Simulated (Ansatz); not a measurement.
Si₂Ni:
Space group Fm-3m (No. 225); a = 5.387 Å, b = 5.387 Å, c = 5.387 Å, α = 90.00°, β = 90.00°, γ = 90.00°

```
atom  site  symmetry       x       y       z
----  ----  --------  ------  ------  ------
Si      8c      -43m  0.2500  0.2500  0.2500
Ni      4a      m-3m  0.0000  0.0000  0.0000
```
(The calculation used a cell of 3 atoms; values per cell refer to that cell.)

Relaxed with r²SCAN.

Question: Which orbitals make up the states near the Fermi level in r²SCAN in the plane-wave PAW code Ansatz?

Answer: Within 0.5 eV of the Fermi level: Ni 3d 34 %, Si 3s 29 %, Si 3p 29 %, outside the projected shells 7 %. Projections are on Löwdin-orthogonalised atomic valence shells; empty p or d shells of many metals are not among them.

Question: Tabulate the density of states.

Answer: States/eV per cell of 3 atoms, in 0.25 eV bins, energy from the Fermi level.

```tsv
E (eV)	total	Ni 3d	Si 3p	Si 3s
-7.85	0.85	0.19	0.35	0.27
-7.60	0.79	0.17	0.38	0.20
-7.35	0.73	0.16	0.37	0.15
-7.10	0.77	0.18	0.42	0.13
-6.85	0.84	0.21	0.48	0.11
-6.60	0.93	0.25	0.53	0.10
-6.35	1.05	0.31	0.60	0.09
-6.10	1.23	0.41	0.68	0.09
-5.85	1.59	0.61	0.83	0.09
-5.60	3.16	1.59	1.39	0.09
-5.35	3.37	1.81	1.37	0.09
-5.10	2.85	1.69	1.05	0.06
-4.85	1.93	1.05	0.77	0.05
-4.60	2.51	1.67	0.68	0.07
-4.35	1.96	1.44	0.42	0.04
-4.10	2.98	2.45	0.40	0.02
-3.85	6.05	5.40	0.41	0.03
-3.60	6.34	5.78	0.31	0.05
-3.35	2.66	2.20	0.27	0.05
-3.10	2.20	1.59	0.43	0.06
-2.85	2.17	1.41	0.58	0.06
-2.60	2.26	1.32	0.75	0.07
-2.35	1.72	0.82	0.73	0.06
-2.10	1.42	0.56	0.70	0.06
-1.85	1.20	0.39	0.66	0.05
-1.60	0.89	0.27	0.48	0.05
-1.35	0.68	0.20	0.37	0.04
-1.10	0.54	0.14	0.29	0.04
-0.85	0.44	0.11	0.24	0.04
-0.60	0.36	0.08	0.19	0.03
-0.35	0.51	0.17	0.16	0.12
-0.10	0.76	0.28	0.18	0.24
0.15	0.87	0.30	0.23	0.27
0.40	1.02	0.32	0.31	0.31
0.65	1.14	0.31	0.39	0.33
0.90	1.24	0.29	0.49	0.34
1.15	1.51	0.30	0.66	0.40
1.40	1.34	0.22	0.61	0.35
1.65	0.83	0.13	0.35	0.18
1.90	0.53	0.08	0.23	0.04
2.15	1.49	0.25	0.83	0.12
2.40	1.80	0.25	0.98	0.21
2.65	1.61	0.18	0.82	0.20
2.90	1.53	0.14	0.75	0.18
3.15	1.31	0.11	0.65	0.18
3.40	1.18	0.09	0.60	0.16
3.65	0.83	0.06	0.43	0.15
3.90	1.27	0.08	0.61	0.16
4.15	1.63	0.09	0.78	0.17
4.40	1.44	0.07	0.70	0.14
4.65	1.42	0.07	0.70	0.13
```

Symmetry was held in the r²SCAN relaxation. The run is not spin-polarised.

Potentials: the earlier of the program's two PAW sets.
